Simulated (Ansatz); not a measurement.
Relaxed-ion elastic tensor of SrMoO$_{3}$ (cubic perovskite, Pm-3m) in GPa (Voigt order), PBEsol in the plane-wave PAW code Ansatz; density 6.24 g/cm³, 12.33 Å³ per atom.

```
 369   117   117   0.0   0.0   0.0
 117   369   117   0.0   0.0   0.0
 117   117   369   0.0   0.0   0.0
 0.0   0.0   0.0  63.7   0.0   0.0
 0.0   0.0   0.0   0.0  63.7   0.0
 0.0   0.0   0.0   0.0   0.0  63.7
```

Q: Is the crystal mechanically stable?

A: Yes: the smallest eigenvalue of C is 63.7 GPa.

Q: Work out the Voigt, Reuss and Hill averages.

A: K_V = 201, K_R = 201, K_H = 201; G_V = 88.8, G_R = 79.5, G_H = 84.1 GPa.

Q: Give Young's modulus, Poisson's ratio, Pugh's ratio and the universal anisotropy index.

A: E = 9KG/(3K + G) = 221 GPa; ν = 0.32; K/G = 2.39 (ductile by the Pugh limit of 1.75); A_U = 5G_V/G_R + K_V/K_R − 6 = 0.58.

Q: Estimate the sound speeds and the Debye temperature.

A: v_l = √((K + 4G/3)/ρ) = 7090 m/s, v_t = √(G/ρ) = 3670 m/s, mean 4110 m/s; Θ = (h/k)(3n/4πV)^(1/3) v_m = 530 K.

Q: Give the Zener ratio and Young's modulus along [100], [110] and [111].

A: A = 2C44/(C11 − C12) = 0.50; 1/E = S11 − 2(S11 − S12 − S44/2)Γ with Γ = 0, 1/4, 1/3 gives 313, 195, 173 GPa.

The workflow started from a Materials Project entry (that database holds measured and hypothetical structures alike); the Crystallography Open Database copy checked does not list it. Whether it is the stable phase at ambient conditions was not checked. Symmetry was held in the PBEsol relaxation; its stability against distortions is not shown here. The workflow began spin-polarised and lost its moments. No Hubbard U is applied. As this level gives no gap, shear constants depend on the k-mesh and smearing (Fermi–Dirac, 0.1 eV here).

Potentials: the later of the program's two PAW sets.
